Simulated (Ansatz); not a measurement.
Relaxed LiF (rock salt):

```xyz
2
Lattice="0.0000 2.0339 2.0339 2.0339 0.0000 2.0339 2.0339 2.0339 0.0000" Properties=species:S:1:pos:R:3 pbc="T T T"
F      0.0000     0.0000     0.0000
Li     2.0339     2.0339     2.0339
```

Method: PBE (plane waves to 420 eV, PAW, scalar-relativistic; Ansatz, a program for electronic structure). k mesh 11×11×11 (Γ-centred), Fermi-Dirac smearing 0.05 eV. LiF was relaxed with its symmetry unable to fall.

One atom of the cell was then moved (with its periodic images), all else fixed, and the forces (eV/Å) came out as:

| atom | Fx | Fy | Fz |
|---|---|---|---|
| F1 | 0.161 | 0.161 | 0.000 |
| Li2 | -0.161 | -0.161 | 0.000 |

With two atoms only their relative shift counts; take Li2 as fixed.

Question: Which atom was moved, and by which vector (Å)?

Answer: F1, by (-0.11, -0.11, 0.00), 0.16 Å in all.

(For displaced atoms, the force is minus the slope of the energy, and its curvature is a force constant, which sets phonon frequencies.)
